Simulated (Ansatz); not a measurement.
LiCl:
Space group Fm-3m (No. 225); a = 4.965 Å, b = 4.965 Å, c = 4.965 Å, α = 90.00°, β = 90.00°, γ = 90.00°

| atom | site | symmetry | x | y | z |
|---|---|---|---|---|---|
| Li | 4a | m-3m | 0.0000 | 0.0000 | 0.0000 |
| Cl | 4b | m-3m | 0.5000 | 0.5000 | 0.5000 |
(The calculation used a cell of 2 atoms; values per cell refer to that cell.)

Relaxed with LDA.

Problem. Give the optical modes at the zone centre with their infrared and Raman activity from DFPT, plane-wave PAW LDA (Ansatz code).

Solution. Transverse frequencies, without the LO–TO term; a row sums one degenerate level.

| ω (cm⁻¹) | degeneracy | IR ((D/Å)²/amu) | Raman (Å⁴/amu) | activity | symmetry |
|---|---|---|---|---|---|
| 228 | 3 | 16.18 | 0 | IR | T1u |

Problem. How high does the top mode go among those that the LO–TO term moves?

Solution. 412 cm⁻¹ for q along x.

Symmetry was held in the LDA relaxation; phonons on a q-mesh show no instability.

Potentials: the later of the program's two PAW sets.
